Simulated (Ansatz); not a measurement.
Input and command of a plane-wave DFT calculation in Ansatz:

```yaml
crystal:
  lattice:
    - [-2.0303375, 2.0303375, 2.851094]
    - [2.0303375, -2.0303375, 2.851094]
    - [2.0303375, 2.0303375, -2.851094]
  atoms:
    - { symbol: Al, position: [0.75, 0.25, 0.5] }
    - { symbol: Al, position: [0.25, 0.75, 0.5] }
    - { symbol: Cu, position: [0.5, 0.5, 0.0] }
basis:
  ecutwfc: 420
kpoints:
  mp_grid: { grid: [6, 6, 6] }
hamiltonian:
  xc: lda
scf:
  occupations: { method: gaussian, width: 0.1 }
output:
  forces: true
  stress: true
  eigenvalues: true
```

```bash
ansatz run input.yaml --threads 1 --pin off --max-ram 3072MiB --backend cpu --events-out ev --progress --plain --runs-dir out
```

Processor: Arm Neoverse V1, 1 thread, on a host shared with other jobs.

Estimate time, memory and problem size.

About 1.7 s on 1 thread of Arm Neoverse V1, with other jobs on the host, peak memory 0.29 GiB. It solves 17 bands at 30 k points (the mesh reduced by the symmetry that the task leaves, which can be less than the crystal's) with about 925 plane waves, in 7 SCF iterations.
